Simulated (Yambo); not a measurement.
A G0W0@PBEsol run in Yambo for a free-standing TlCl₃ monolayer (symmetry C2/m, slab cell 16.0 Å high) (4×4×1 Γ-centred k mesh, 230 bands and a 5 Ry block in the screening, 230 bands in G with the Bruneval-Gonze terminator, plasmon pole fitted at 27.2 eV, slab-truncated Coulomb interaction, stochastic integration of W near q = 0) gives these matrix elements, in eV, at the band edges (Γ → Γ):

```tsv
state	E0	<Vxc>	<Σx>	<Σc(E0)>	Z
valence edge	0.000	-14.772	-18.706	2.525	0.785
conduction edge	2.568	-13.673	-10.669	-1.697	0.820
```

Solve the linearised quasiparticle equation for both states, give the gap, and say how exchange and correlation each act on it.

E = E0 + Z(Σx + Σc − Vxc). Valence: 0.000 + 0.785 × (-18.706 + (2.525) − (-14.772)) = -1.11 eV. Conduction: 2.568 + 0.820 × (-10.669 + (-1.697) − (-13.673)) = 3.64 eV. The gap is 4.75 eV, against 2.57 eV in PBEsol. Replacing Vxc by bare exchange alone would open it by 6.94 eV; correlation takes back 4.22 eV of that, and Z scales what is left. Nearest settings tried, and what they do to the gap: 151 bands in W, 151 bands in G: +74 meV. Not varied: block, mesh, cell height. So the settings aren't converged at that level. Spin-orbit coupling is left out; with 6p states at a band edge it can lower the gap by many tenths of an eV, most of a small gap.

The standard potential for Tl keeps a d shell in the valence without the s and p states of that shell. In tests on such compounds this moved G0W0 gaps by up to about 0.9 eV, so absolute quasiparticle energies here are unreliable; differences between settings are what counts.

Geometry relaxed with PBEsol; primitive cell a = b = 6.6272 Å, c = 16.0000 Å, α = β = 90.00°, γ = 119.97°.

This is a model layer cut from the bulk structure; whether it is stable on its own was not checked.
